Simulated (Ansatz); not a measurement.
**SrAsPt: do energies and stresses tell the same story?**

Theory: DFT r2SCAN, scalar-relativistic, plane waves, PAW (Ansatz).

Plane waves to 500 eV, a k mesh through Γ of 12×12×4 on the computed 6-atom cell and Gaussian smearing (0.10 eV); no spin polarisation.

Relaxed cell: P6_3/mmc, a = 4.261 Å, b = 4.261 Å, c = 9.033 Å, α = 90.00°, β = 90.00°, γ = 120.00°, 6 atoms in the primitive cell. Whether it is the stable form of this composition wasn't checked.

Energies at zero smearing and pressures from the stress tensor, at volumes with shape and atoms relaxed:
```csv
V (Å³/atom),E − E(first) (meV/atom),P (GPa)
20.832,0.00,12.23
21.542,-45.80,8.46
22.252,-76.05,5.20
22.962,-92.84,2.39
23.672,-98.03,-0.01
24.382,-93.24,-2.06
25.093,-79.88,-3.86
26.039,-50.83,-5.85
```

**Question.** Check P = −dE/dV between neighbouring volumes, and get the bulk modulus from the pressures alone.

**Answer.** With 1 eV/Å³ = 160.2 GPa:
```
middle V (Å³/atom)  −ΔE/ΔV (GPa) mean P (GPa)
            21.187        10.334        10.347
            21.897         6.823         6.833
            22.607         3.788         3.797
            23.317         1.173         1.191
            24.027        -1.081        -1.036
            24.737        -3.015        -2.961
            25.566        -4.914        -4.852
```

The two differ by 0.06 GPa at most. The mean of two end pressures misses the average over a step by about ΔV² P″/12, up to 0.05 GPa here; with that taken off 0.03 GPa remains, from the smearing term (the stress is the derivative of the free energy), the finite cutoff, the mesh or the relaxation's tolerance. Around V = 23.672 Å³/atom, the two neighbours give B = −V ΔP/ΔV = 23.672 × 4.45 / 1.420 = 74.2 GPa, against B0 = 74.7 GPa from the Birch–Murnaghan fit of the energies.

Spin–orbit coupling is left out, which can shift energies with elements as heavy as these.

Cost: 9 runs of about 22 core-minutes in all, on Oxide Virtual Turin-like Processor (Zen 5) (shared hosts).